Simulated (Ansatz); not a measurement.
MgS (rock salt, Fm-3m), a = b = c = 5.230 Å, α = β = γ = 90.00°; the cell used has 2 atoms.

Relaxed with PBE.

Q: Which orbitals make up the states near the band edges in plane-wave PAW PBE (Ansatz code)?

A: Top 1 eV of the valence band: S 3p 97 %. Bottom 1 eV of the conduction band: Mg 3s 75 %, S 3p 7 %, outside the projected shells 14 %. Projections are on Löwdin-orthogonalised atomic valence shells; empty p or d shells of many metals are not among them.

Q: Tabulate the density of states.

A: States/eV per cell of 2 atoms, in 0.25 eV bins, energy from the valence-band maximum.

```csv
E (eV),total,S 3p,Mg 3s,S 3s
-7.85,0.00,0.00,0.00,0.00
-7.60,0.00,0.00,0.00,0.00
-7.35,0.00,0.00,0.00,0.00
-7.10,0.00,0.00,0.00,0.00
-6.85,0.00,0.00,0.00,0.00
-6.60,0.00,0.00,0.00,0.00
-6.35,0.00,0.00,0.00,0.00
-6.10,0.00,0.00,0.00,0.00
-5.85,0.00,0.00,0.00,0.00
-5.60,0.00,0.00,0.00,0.00
-5.35,0.00,0.00,0.00,0.00
-5.10,0.00,0.00,0.00,0.00
-4.85,0.00,0.00,0.00,0.00
-4.60,0.26,0.19,0.07,0.00
-4.35,0.57,0.43,0.13,0.01
-4.10,0.96,0.75,0.18,0.02
-3.85,2.33,1.95,0.30,0.05
-3.60,1.70,1.41,0.21,0.06
-3.35,0.64,0.50,0.08,0.04
-3.10,0.66,0.54,0.07,0.04
-2.85,0.91,0.80,0.06,0.03
-2.60,0.97,0.86,0.05,0.03
-2.35,1.00,0.91,0.04,0.02
-2.10,1.15,1.04,0.05,0.02
-1.85,1.43,1.31,0.06,0.02
-1.60,1.94,1.82,0.05,0.01
-1.35,1.99,1.89,0.03,0.01
-1.10,2.02,1.93,0.02,0.01
-0.85,2.07,2.00,0.01,0.00
-0.60,1.91,1.87,0.00,0.00
-0.35,1.07,1.04,0.00,0.00
-0.10,0.44,0.43,0.00,0.00
0.15,0.00,0.00,0.00,0.00
0.40,0.00,0.00,0.00,0.00
0.65,0.00,0.00,0.00,0.00
0.90,0.00,0.00,0.00,0.00
1.15,0.00,0.00,0.00,0.00
1.40,0.00,0.00,0.00,0.00
1.65,0.00,0.00,0.00,0.00
1.90,0.00,0.00,0.00,0.00
2.15,0.00,0.00,0.00,0.00
2.40,0.00,0.00,0.00,0.00
2.65,0.00,0.00,0.00,0.00
2.90,0.04,0.00,0.03,0.00
3.15,0.11,0.01,0.09,0.01
3.40,0.18,0.01,0.13,0.01
3.65,0.24,0.02,0.17,0.01
3.90,0.33,0.03,0.21,0.02
4.15,0.42,0.04,0.24,0.02
4.40,0.53,0.06,0.28,0.03
4.65,0.82,0.08,0.33,0.04
4.90,1.32,0.12,0.45,0.06
5.15,1.99,0.19,0.63,0.09
5.40,1.75,0.16,0.47,0.09
5.65,0.83,0.05,0.14,0.03
5.90,0.63,0.04,0.08,0.02
6.15,0.84,0.04,0.09,0.01
6.40,1.71,0.08,0.14,0.01
6.65,1.50,0.07,0.13,0.01
6.90,1.24,0.06,0.13,0.01
7.15,1.29,0.05,0.10,0.01
7.40,1.46,0.05,0.09,0.01
7.65,1.66,0.06,0.09,0.02
```

The cell was relaxed with PBE under the symmetry of its start.

Potentials: the earlier of the program's two PAW sets.
